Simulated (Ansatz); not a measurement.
The start is a generated trial cell of ZnSe in the zincblende structure type. The structure is fully relaxed (lattice and positions, P = 0) with PBEsol (plane waves to 420 eV, PAW, scalar-relativistic; Ansatz, a quantum-chemistry and plane-wave program). The first steps use a coarse 7×7×7 k-mesh.

Initial structure:
```
ZnSe
1.0
    0.00000     2.86779     2.86779
    2.86779     0.00000     2.86779
    2.86779     2.86779     0.00000
Se Zn
1 1
Direct
  0.75000   0.75000   0.75000
  0.00000   0.00000   0.00000
```

Question: How large is the pressure on the unrelaxed cell, and of which sign?

Answer: -3.1 GPa (negative: the cell is under tension).

Question: How do the shortest distances between atoms change?

Answer: The closest pairs of elements (up to four, under 3.6 Å), start → end: Se–Zn 2.48 → 2.44 Å.

Question: What band gap does the relaxed structure have at this level?

Answer: 1.23 eV, direct at Γ (no spin-orbit coupling).

Question: What does it relax into? Give the structure.

Answer: 
```cif
data_Se4Zn4
_chemical_formula_sum 'Se4 Zn4'
_space_group_name_H-M_alt 'F-43m'
_space_group_IT_number 216
_space_group_name_Hall 'F -4 2 3'
_cell_length_a 5.63399
_cell_length_b 5.63399
_cell_length_c 5.63399
_cell_angle_alpha 90.000
_cell_angle_beta 90.000
_cell_angle_gamma 90.000
loop_
_atom_site_label
_atom_site_type_symbol
_atom_site_symmetry_multiplicity
_atom_site_Wyckoff_symbol
_atom_site_fract_x
_atom_site_fract_y
_atom_site_fract_z
_atom_site_occupancy
Se1 Se 4 c 0.25000 0.25000 0.25000 1
Zn1 Zn 4 a 0.00000 0.00000 0.00000 1
```
(The calculation used a cell of 2 atoms; values per cell refer to that cell.)

The space group stays F-43m (No. 216) (the run could not lower it); the end is zinc blende type, with 2 atoms in the primitive cell. Final values are on a 10×10×10 k-mesh of the relaxed cell. No spin polarisation in the result.

The run could not lose the symmetry of its start; a randomly shaken copy of 2 atoms returns to this structure.

All atoms sit on sites fixed by symmetry, so only the cell could relax.
